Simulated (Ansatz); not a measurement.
PbI2 (CdI2 type)

```cif
data_I2Pb
_chemical_formula_sum 'Pb1 I2'
_space_group_name_H-M_alt 'P-3m1'
_space_group_IT_number 164
_space_group_name_Hall '-P 3 2"'
_cell_length_a 4.55901
_cell_length_b 4.55901
_cell_length_c 6.97266
_cell_angle_alpha 90.000
_cell_angle_beta 90.000
_cell_angle_gamma 120.000
loop_
_atom_site_label
_atom_site_type_symbol
_atom_site_symmetry_multiplicity
_atom_site_Wyckoff_symbol
_atom_site_fract_x
_atom_site_fract_y
_atom_site_fract_z
_atom_site_occupancy
Pb1 Pb 1 a 0.00000 0.00000 0.00000 1
I1 I 2 d 0.33333 0.66667 0.27094 1
```

Grid over V/V₀ and (c/a)/(c/a)₀, subscript 0 meaning the relaxed cell; the conventional c axis lies along z; no internal relaxation.

Method: PBE-D3(BJ) (plane waves to 420 eV, PAW, scalar-relativistic; Ansatz, an electronic-structure program). k mesh 8×8×5 (Γ-centred), Fermi-Dirac smearing 0.05 eV. The energy includes the smearing's −TS. Compression counts positive. As the atoms are clamped, bonds stretch with the cell, which overstates energies and stresses. PbI2 was relaxed with its symmetry unable to fall. Spin-orbit coupling is left out, though I and Pb are heavy. The zero of ΔE is the relaxed starting cell.

ΔE (eV/atom), with V/V₀ across and (c/a)/(c/a)₀ down:

```
(c/a)/(c/a)₀ \ V/V₀   0.960   0.973   0.987   1.000   1.013   1.027   1.040
-------------------  ------  ------  ------  ------  ------  ------  ------
0.880                0.0211  0.0178  0.0159  0.0153  0.0160  0.0179  0.0209
0.920                0.0131  0.0096  0.0075  0.0068  0.0074  0.0092  0.0120
0.960                0.0080  0.0045  0.0024  0.0017  0.0023  0.0040  0.0068
1.000                0.0061  0.0026  0.0006  0.0000  0.0006  0.0024  0.0053
1.040                0.0074  0.0041  0.0022  0.0017  0.0025  0.0044  0.0075
1.080                0.0120  0.0089  0.0073  0.0070  0.0080  0.0101  0.0133
1.120                0.0200  0.0172  0.0159  0.0158  0.0171  0.0194  0.0229
```

P (GPa), with V/V₀ across and (c/a)/(c/a)₀ down:

| (c/a)/(c/a)₀ \ V/V₀ | 0.960 | 0.973 | 0.987 | 1.000 | 1.013 | 1.027 | 1.040 |
|---|---|---|---|---|---|---|---|
| 0.880 | 1.18 | 0.75 | 0.35 | -0.03 | -0.38 | -0.70 | -1.00 |
| 0.920 | 1.23 | 0.79 | 0.39 | 0.01 | -0.34 | -0.66 | -0.96 |
| 0.960 | 1.24 | 0.80 | 0.39 | 0.02 | -0.33 | -0.66 | -0.96 |
| 1.000 | 1.22 | 0.78 | 0.37 | 0.00 | -0.35 | -0.68 | -0.98 |
| 1.040 | 1.17 | 0.73 | 0.33 | -0.04 | -0.39 | -0.71 | -1.01 |
| 1.080 | 1.10 | 0.67 | 0.27 | -0.10 | -0.45 | -0.77 | -1.07 |
| 1.120 | 1.02 | 0.59 | 0.19 | -0.18 | -0.52 | -0.84 | -1.13 |

Key numbers:

The modulus against c/a change at fixed volume, (3/4V)·∂²E/∂(ln c/a)² (fit, atoms clamped) comes out as 6.2 GPa, an upper bound as the atoms could relax. Lowest place on the grid: V/V₀ = 1.000, (c/a)/(c/a)₀ = 1.000 (0.0 meV/atom). Highest place on the grid: V/V₀ = 1.040, (c/a)/(c/a)₀ = 1.120 (22.9 meV/atom).

The 49 points together took around 9 core-minutes (rough).

(Under strain, the slope of the energy per volume gives the stress and its curvature an elastic modulus.)
